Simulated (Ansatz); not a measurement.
## Na4NbAlSi3O12, one structure, two calculations

Cell: a Materials Project structure (computed, not necessarily an observed phase), atoms as given.

Space group R3c:H (No. 161); a = 9.0188, c = 21.9558 Å, γ = 120.00°.

| site | Wyckoff | site symmetry | x | y | z |
| --- | --- | --- | --- | --- | --- |
| Na1 | 18b | 1 | 0.3019 | 0.3431 | 0.5803 |
| Na7 | 6a | 3. | 0.0000 | 0.0000 | 0.4944 |
| Al | 6a | 3. | 0.0000 | 0.0000 | 0.3533 |
| Nb | 6a | 3. | 0.0000 | 0.0000 | 0.6457 |
| Si | 18b | 1 | 0.9596 | 0.3408 | 0.5863 |
| O19 | 18b | 1 | 0.1987 | 0.0339 | 0.3112 |
| O25 | 18b | 1 | 0.8001 | 0.9678 | 0.6918 |
| O31 | 18b | 1 | 0.0247 | 0.8406 | 0.4116 |
| O37 | 18b | 1 | 0.9745 | 0.1637 | 0.5877 |

One atom of each set is listed; the run and its k-mesh use a cell of 42 atoms with edges of 8.98, 8.98, 8.98 Å.

First run. The numbers come from a DFT calculation in Ansatz (PBE, plane waves and PAW, scalar-relativistic, 420 eV cutoff, Γ-centred 3×3×3 k-points, Fermi–Dirac smearing 0.02 eV).

| site | V_zz (10²¹ V/m²) | η |
| --- | --- | --- |
| Na1 | -1.21 | 0.43 |
| Na7 | -1.24 | 0.00 |
| Al | 0.63 | 0.00 |
| Nb | 2.69 | 0.00 |
| Si | 2.69 | 0.81 |
| O19 | 7.10 | 0.13 |
| O25 | 5.16 | 0.17 |
| O31 | 6.81 | 0.27 |
| O37 | 5.67 | 0.05 |

Second run. The same atoms and settings, except that the functional is r2SCAN and the cutoff is 500 eV.

Problem. Given the first result, estimate the second.

Solution. 

```tsv
site	V_zz	η	change of V_zz
Na1	-1.26	0.40	-0.05
Na7	-1.25	0.00	-0.01
Al	0.61	0.00	-0.02
Nb	2.62	0.00	-0.07
Si	2.77	0.80	+0.08
O19	6.90	0.14	-0.20
O25	5.14	0.17	-0.02
O31	6.75	0.30	-0.06
O37	5.67	0.07	0.00
```

The largest change of V_zz is on O19, from 7.10 to 6.90. In per cent, |V_zz| changes by +1 to +4 on Na, -3 on Al, -3 on Nb, +3 on Si, -3 to 0 on O (all sites that start above 0.5).

Without spin–orbit coupling (the program notes it for Nb) the gradients are little affected as a rule: paired runs on crystals with a gap mostly move them by under 2 % at such atoms.
For the first run: The largest force is 0.5 eV/Å, so the atoms aren't at the calculated equilibrium and relaxing them would move these values. A computed database structure should lie near equilibrium, so this entry is doubtful.
For the second run: At this cell the r2SCAN pressure is -7 GPa, so with r2SCAN the cell would shrink if it were relaxed. The entry's cell may itself be off. The largest force is 0.5 eV/Å, so the atoms aren't at the calculated equilibrium and relaxing them would move these values. With these PAW files V_zz is typically within 2 to 3 % of all-electron values, but misses above 10 % occur on Al.
